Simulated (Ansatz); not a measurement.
Consider the following.

Starting cell, MgO (rock salt):

```
CELL_PARAMETERS angstrom
      0.00000     4.25445     4.25445
      2.12722     0.00000     2.12722
      2.12722     2.12722     0.00000
ATOMIC_POSITIONS crystal
  O  0.00000 0.00000 0.00000
  O  0.50000 0.00000 0.00000
  Mg 0.25000 0.50000 0.50000
  Mg 0.75000 0.50000 0.50000
```

A phonon eigenvector at L = (0.5, 0.0, 0.0) is frozen into this cell: atom i moves by Q times the vector below, so Q is the largest atomic displacement, in Å. The cell is held. (q is in reciprocal vectors of the primitive cell; the cell shown is doubled to hold the pattern.)

```json
[
 {"atom": "Mg3", "x": "0.577", "y": "-0.577", "z": "-0.577"},
 {"atom": "Mg4", "x": "-0.577", "y": "0.577", "z": "0.577"}
]
```

Atoms not listed stay in place.

The numbers are results of PBE (plane waves to 420 eV, PAW, scalar-relativistic; Ansatz, a program for electronic structure), not measurements. k mesh 13×13×13 (Γ-centred), Fermi-Dirac smearing 0.05 eV. E stands for the smeared free energy. MgO was relaxed with its symmetry unable to fall. The PAW data are Ansatz's earlier set. ΔE is measured from the undisplaced structure.

The scan covers Q from -0.180 to 0.180 Å in 13 points.

Q: Which space group does the distorted structure have?

A: R-3m (No. 166), lowered from Fm-3m.

Q: What is the energy change at Q = 0.180 Å?

A: 802 meV/cell.

Q: What harmonic wavenumber does the curvature at Q = 0 give?

A: 527 cm⁻¹.

(For displaced atoms, the force is minus the slope of the energy, and its curvature is a force constant, which sets phonon frequencies.)
